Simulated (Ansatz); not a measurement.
MgZn2O3:
```xyz
6
Lattice="3.0061 0.0000 0.0000 -1.5030 2.6033 0.0000 0.0000 0.0000 7.3413" Properties=species:S:1:pos:R:3 pbc="T T T"
Mg     0.0000     0.0000     0.0000
Zn     0.0000     1.7356     4.9062
Zn     1.5030     0.8678     2.4351
O      0.0000     1.7356     1.1846
O      1.5030     0.8678     6.1567
O      0.0000     0.0000     3.6706
```

Cartesian axes are those of the cell as given.

Question: Give the high-frequency dielectric tensor and the Born effective charge tensors of the independent atoms from DFPT, DFT-r²SCAN in the program Ansatz with PAW potentials.

Answer: 
ε∞:
```
4.07  0.00  0.00
0.00  4.07  0.00
0.00  0.00  3.98
```
Z* of atom 1 (Mg), rows: field, columns: displacement, in e:
```
2.02  0.00  0.00
0.00  2.02  0.00
0.00  0.00  2.50
```
Z* of atom 2 (Zn), rows: field, columns: displacement, in e:
```
2.38  0.00  0.00
0.00  2.38  0.00
0.00  0.00  2.09
```
Z* of atom 4 (O), rows: field, columns: displacement, in e:
```
-2.18   0.00   0.00
 0.00  -2.18   0.00
 0.00   0.00  -2.32
```
Z* of atom 6 (O), rows: field, columns: displacement, in e:
```
-2.40   0.00   0.00
 0.00  -2.40   0.00
 0.00   0.00  -2.04
```

Static charges for comparison (Bader): Mg1 +1.75, Zn2 +1.33, O4 -1.53, O6 -1.34 e. Born charges measure polarisation by displacement and can exceed these by far.

Space group P-3m1. The workflow started from a Materials Project entry (that database holds measured and hypothetical structures alike); the Crystallography Open Database copy checked does not list it. With Mg and Zn taken as one species the cell has the higher symmetry Fm-3m, so it may be an ordered model of a mixed-site phase. Whether it is the stable phase at ambient conditions was not checked. The r²SCAN relaxation kept the symmetry of its start; of distortions, only those at the zone centre were tested.

Potentials: the later of the program's two PAW sets.
